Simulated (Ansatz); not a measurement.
RbCl:
```
CELL_PARAMETERS angstrom
      0.00000     3.27158     3.27158
      3.27158     0.00000     3.27158
      3.27158     3.27158     0.00000
ATOMIC_POSITIONS crystal
  Rb 0.00000 0.00000 0.00000
  Cl 0.50000 0.50000 0.50000
```

PBEsol in the plane-wave PAW code Ansatz gives a gap of 4.90 eV without spin–orbit coupling, maximum at Γ, minimum at Γ.

**Question.** What happens when spin–orbit coupling is switched on?

**Answer.** The gap drops by 0.05 eV, to 4.85 eV; maximum at Γ, minimum at Γ.

**Question.** How large is the spin–orbit splitting of the valence top at Γ?

**Answer.** The fourfold level lies 0.14 eV above the split-off pair.

**Question.** Give the electron effective mass with spin–orbit coupling.

**Answer.** 0.42 mₑ (isotropic).

**Question.** Give the hole effective mass with spin–orbit coupling, band 1 of 2 at the edge.

**Answer.** 7.9 along [100], 3.4 along [110], 2.7 along [111] (mₑ).

**Question.** Give the hole effective mass with spin–orbit coupling, band 2 of 2 at the edge.

**Answer.** 0.88 along [100], 1.0 along [110], 1.1 along [111] (mₑ).

Space group Fm-3m (rock salt). Symmetry was held in the PBEsol relaxation.

Potentials: the later of the program's two PAW sets.
